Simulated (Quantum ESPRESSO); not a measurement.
SiAsO3F3, input and log of a self-consistent run

Simulated, not a measurement. The program is pw.x of Quantum ESPRESSO 7.5 (plane-wave density functional theory). The cell is made up: 8 atoms on a quartz lattice with one site empty, with randomly drawn elements, strain and displacements, not relaxed. PseudoDojo standard norm-conserving files (v0.5 for PBE, v0.4.1 for LDA and PBEsol) set the functional; there is no spin polarisation, spin-orbit coupling or dispersion term, and the masses in the input are unused placeholders.

Input:

```
&control calculation='scf', pseudo_dir='./dojo.nc.sr.pbe.v0_5.standard.upf', outdir='./o', disk_io='medium', tprnfor=.true., tstress=.true. /
&system ibrav=0, nat=8, ntyp=4, nbnd=35, ecutwfc=84.00895049, nosym=.true., tot_charge=0,
 occupations='smearing', smearing='fd', degauss=0.0018374661
/
&electrons conv_thr=7.350e-09, electron_maxstep=60, /
ATOMIC_SPECIES
As 1.0 As.upf
F 1.0 F.upf
O 1.0 O.upf
Si 1.0 Si.upf
CELL_PARAMETERS angstrom
5.1306 0.0153 0.0381
-2.5521 4.5022 0.0274
0.0421 0.0593 5.5705
ATOMIC_POSITIONS angstrom
Si -1.0619 2.0819 1.8295
As 1.2414 2.3631 0.1005
O 1.3837 1.2472 4.3345
O 3.3648 0.791 2.5672
O 2.9259 2.6219 0.6738
F 0.3441 1.9408 1.1279
F -1.0227 3.2449 3.0087
F 0.8781 3.9499 4.9543
K_POINTS automatic
5 5 4 1 1 1
```

The log is shortened where brackets say so; the opening notice, blank lines, dates and the lines on written files are dropped, and the path of the files is cut. It prints rydbergs, bohrs and kilobars, and counts compression as positive stress. With no partly filled state, the Fermi energy that it prints is only some level between the filled and the empty states on the mesh, and need not lie in the true gap.

```
     Program PWSCF v.7.5
     Parallel version (MPI & OpenMP), running on       1 processor cores
     Number of MPI processes:                 1
     Threads/MPI process:                     1
     [start-up lines left out]
     bravais-lattice index     =            0
     lattice parameter (alat)  =       9.6957  a.u.
     unit-cell volume          =     869.6519 (a.u.)^3
     number of atoms/cell      =            8
     number of atomic types    =            4
     number of electrons       =        58.00
     number of Kohn-Sham states=           35
     kinetic-energy cutoff     =      84.0090  Ry
     charge density cutoff     =     336.0358  Ry
     scf convergence threshold =      7.3E-09
     mixing beta               =       0.7000
     number of iterations used =            8  plain     mixing
     Exchange-correlation= PBE
                           (   1   4   3   4   0   0   0)
     [axes and pseudopotential details left out]
   Cartesian axes
     site n.     atom                  positions (alat units)
         1        Si     tau(   1) = (  -0.2069672   0.4057680   0.3565746  )
         2        As     tau(   2) = (   0.2419523   0.4605747   0.0195877  )
         3        O      tau(   3) = (   0.2696869   0.2430827   0.8448059  )
         4        O      tau(   4) = (   0.6558087   0.1541681   0.5003543  )
         5        O      tau(   5) = (   0.5702659   0.5110155   0.1313255  )
         6        F      tau(   6) = (   0.0670660   0.3782672   0.2198308  )
         7        F      tau(   7) = (  -0.1993270   0.6324399   0.5864039  )
         8        F      tau(   8) = (   0.1711441   0.7698463   0.9656066  )
     number of k points=    50  Fermi-Dirac smearing, width (Ry)=  0.0018
                       cart. coord. in units 2pi/alat
        k(    1) = (   0.0986626   0.1692036   0.1125856), wk =   0.0400000
        k(    2) = (   0.0969594   0.1668365   0.3428886), wk =   0.0400000
     [further k points left out]
     Dense  grid:    90511 G-vectors     FFT dimensions: (  60,  60,  64)
     Estimated max dynamical RAM per process >     117.78 MB
     Initial potential from superposition of free atoms
     starting charge      57.9991, renormalised to      58.0000
     Starting wfcs are   37 randomized atomic wfcs
     total cpu time spent up to now is       18.7 secs
     per-process dynamical memory:    87.8 Mb
     Self-consistent Calculation
     iteration #  1     ecut=    84.01 Ry     beta= 0.70
     Davidson diagonalization with overlap
     ethr =  1.00E-02,  avg # of iterations =  3.0
     total cpu time spent up to now is       62.8 secs
     total energy              =    -465.93906366 Ry
     estimated scf accuracy    <       2.67490668 Ry
     iteration #  2     ecut=    84.01 Ry     beta= 0.70
     Davidson diagonalization with overlap
     ethr =  4.61E-03,  avg # of iterations =  4.0
     total cpu time spent up to now is      109.3 secs
     total energy              =    -464.47730719 Ry
     estimated scf accuracy    <      14.64340048 Ry
     iteration #  3     ecut=    84.01 Ry     beta= 0.70
     Davidson diagonalization with overlap
     ethr =  4.61E-03,  avg # of iterations =  3.2
     total cpu time spent up to now is      152.2 secs
     total energy              =    -467.22052468 Ry
     estimated scf accuracy    <       1.13568235 Ry
     iteration #  4     ecut=    84.01 Ry     beta= 0.70
     Davidson diagonalization with overlap
     ethr =  1.96E-03,  avg # of iterations =  2.0
     total cpu time spent up to now is      180.8 secs
     total energy              =    -467.27627513 Ry
     estimated scf accuracy    <       0.26675324 Ry
     iteration #  5     ecut=    84.01 Ry     beta= 0.70
     Davidson diagonalization with overlap
     ethr =  4.60E-04,  avg # of iterations =  1.8
     total cpu time spent up to now is      213.4 secs
     total energy              =    -467.24766420 Ry
     estimated scf accuracy    <       0.12558815 Ry
     [iterations 6 to 9 left out]
     iteration # 10     ecut=    84.01 Ry     beta= 0.70
     Davidson diagonalization with overlap
     ethr =  4.70E-08,  avg # of iterations =  2.0
     total cpu time spent up to now is      399.5 secs
     total energy              =    -467.25805423 Ry
     estimated scf accuracy    <       0.00000133 Ry
     iteration # 11     ecut=    84.01 Ry     beta= 0.70
     Davidson diagonalization with overlap
     ethr =  2.30E-09,  avg # of iterations =  3.1
     total cpu time spent up to now is      442.2 secs
     total energy              =    -467.25805459 Ry
     estimated scf accuracy    <       0.00000065 Ry
     iteration # 12     ecut=    84.01 Ry     beta= 0.70
     Davidson diagonalization with overlap
     ethr =  1.12E-09,  avg # of iterations =  2.0
     total cpu time spent up to now is      479.3 secs
     total energy              =    -467.25805471 Ry
     estimated scf accuracy    <       0.00000006 Ry
     iteration # 13     ecut=    84.01 Ry     beta= 0.70
     Davidson diagonalization with overlap
     ethr =  9.54E-11,  avg # of iterations =  2.3
     total cpu time spent up to now is      524.1 secs
     total energy              =    -467.25805472 Ry
     estimated scf accuracy    <       0.00000002 Ry
     iteration # 14     ecut=    84.01 Ry     beta= 0.70
     Davidson diagonalization with overlap
     ethr =  3.54E-11,  avg # of iterations =  2.0
     total cpu time spent up to now is      561.5 secs
     End of self-consistent calculation
          k = 0.0987 0.1692 0.1126 ( 11313 PWs)   bands (ev):
   -37.9784 -37.0098 -36.9313 -36.6579 -36.6462 -30.5552 -22.3259 -21.1500
   -17.5195 -15.9466 -14.4131 -13.3783 -11.0645 -10.6984  -7.4533  -5.1935
    -3.9580  -3.0872  -2.7722  -2.2451  -2.0532  -1.9276  -1.4415  -0.7918
     0.3923   1.1943   1.3241   2.1714   2.2608   3.1297   6.7372   7.3911
     8.1523   8.8989   9.2173
     [levels at the other k points left out]
     the Fermi energy is     2.7541 ev
!    total energy              =    -467.25805472 Ry
     estimated scf accuracy    <          3.6E-09 Ry
     smearing contrib. (-TS)   =      -0.00000001 Ry
     internal energy E=F+TS    =    -467.25805472 Ry
     The total energy is F=E-TS. E is the sum of the following terms:
     one-electron contribution =    -352.62905461 Ry
     hartree contribution      =     199.66361152 Ry
     xc contribution           =    -108.90293284 Ry
     ewald contribution        =    -205.38967879 Ry
     convergence has been achieved in  14 iterations
     Forces acting on atoms (cartesian axes, Ry/au):
     atom    1 type  4   force =    -0.45478898   -0.06382735    0.28896763
     atom    2 type  1   force =     0.74109410    0.14644535   -0.89693119
     atom    3 type  3   force =    -0.03887257    0.11341787    0.15075655
     atom    4 type  3   force =     0.10268604    0.06488507   -0.09388981
     atom    5 type  3   force =     0.00801646    0.02627892    0.01093324
     atom    6 type  2   force =    -0.38301063   -0.24165749    0.57687413
     atom    7 type  2   force =     0.03175774   -0.03471130   -0.08940790
     atom    8 type  2   force =    -0.00688216   -0.01083107    0.05269735
     Total force =     1.510674     Total SCF correction =     0.000109
     Computing stress (Cartesian axis) and pressure
          total   stress  (Ry/bohr**3)                   (kbar)     P=       92.20
   0.00128872   0.00041967  -0.00175949          189.58       61.74     -258.83
   0.00041967  -0.00030502  -0.00086066           61.74      -44.87     -126.61
  -0.00175949  -0.00086066   0.00089663         -258.83     -126.61      131.90
     init_run     :     18.30s CPU     18.54s WALL (       1 calls)
     electrons    :    523.83s CPU    542.82s WALL (       1 calls)
     forces       :      7.33s CPU      7.40s WALL (       1 calls)
     stress       :     26.91s CPU     27.09s WALL (       1 calls)
     [timing details left out]
     PWSCF        :   9m36.71s CPU   9m56.57s WALL
     JOB DONE.
```

In other units: free energy -6357.370 eV for the cell, pressure 9.22 GPa, largest force component 23.061 eV/Å. A rerun of this cell at a cutoff of 1437 eV and k mesh 7 x 7 x 6 moved values by no more than 0.004 eV in energy, 0.02 GPa in stress and 0.002 eV/Å in force.